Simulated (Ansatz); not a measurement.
TiTeS in space group P3m1 (No. 156; Ti on 1b, Te on 1a, S on 1c) at seven volumes, the program Ansatz at the LDA level (PAW), shape and atoms relaxed at each. One row is withheld.

| V (Å³/atom) | P (GPa) |
|---|---|
| 19.326 | ? |
| 19.963 | 2.89 |
| 20.600 | 1.25 |
| 21.237 | 0.00 |
| 21.874 | -0.87 |
| 22.512 | -1.43 |
| 23.149 | -1.72 |

Task: Fit the shown pressures and predict the withheld one.

Result: Third-order Birch–Murnaghan: P = (3/2)B₀(x^(7/2) − x^(5/2))[1 + (3/4)(B′ − 4)(x − 1)] with x = (V₀/V)^(2/3). Least squares on the six rows gives V₀ = 21.235 Å³/atom, B₀ = 34.02 GPa, B′ = 11.06. At V = 19.326, x = 1.0648 and P = 5.20 GPa. The run itself gave 4.98 GPa.

The first step of the workflow began from a Materials Project structure, measured or hypothetical; the Crystallography Open Database copy checked does not list it. Its standing as an ambient phase is unchecked. The LDA relaxation kept the symmetry of its start; whether a distortion lowers the energy is not shown. The run is not spin-polarised. A crystal of weakly bound layers computed without a dispersion correction: the cell and the soft elastic constants depend strongly on that. Spin–orbit coupling is left out wherever it is not named.

Potentials: the later of the program's two PAW sets.
